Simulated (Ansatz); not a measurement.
ZrSe$_{2}$ (CdI2 type, P-3m1), PBE (plane waves, PAW; program Ansatz). The conduction-band minimum lies at L, with 3 equivalent valleys. Second derivatives d²E/dk² of the lowest band at one valley (eV·Å²), along Cartesian directions:

| direction | d²E/dk² |
|---|---|
| [100] | 36.06 |
| [010] | 5.239 |
| [001] | 4.439 |
| [110] | 20.68 |
| [101] | 20.28 |
| [011] | 2.568 |

**Question.** Find the principal effective masses, the density-of-states mass and the conductivity mass.

**Answer.** Off-diagonal terms follow from H_xy = H[110] − (H_xx + H_yy)/2, and m*/mₑ = 7.620 eV·Å² over each eigenvalue: 0.21, 1.1, 3.0. One valley's DOS mass (m₁m₂m₃)^(1/3) = 0.88, conductivity mass 3/(Σ 1/mᵢ) = 0.50 mₑ.

**Question.** What effective density of states Nc follows at 300 K for parabolic valleys?

**Answer.** Nc = 2.509e19 × 3 × (0.88)^(3/2) ≈ 6.2e19 cm⁻³.

The PBE relaxation kept the symmetry of its start. The run is not spin-polarised. A crystal of weakly bound layers computed without a dispersion correction: the cell and the soft elastic constants depend strongly on that. Scalar-relativistic: spin–orbit coupling is off unless named, which matters more the heavier the elements.

Potentials: the later of the program's two PAW sets.

Edges and masses are those of Kohn–Sham bands, whose gap is no quasiparticle gap.
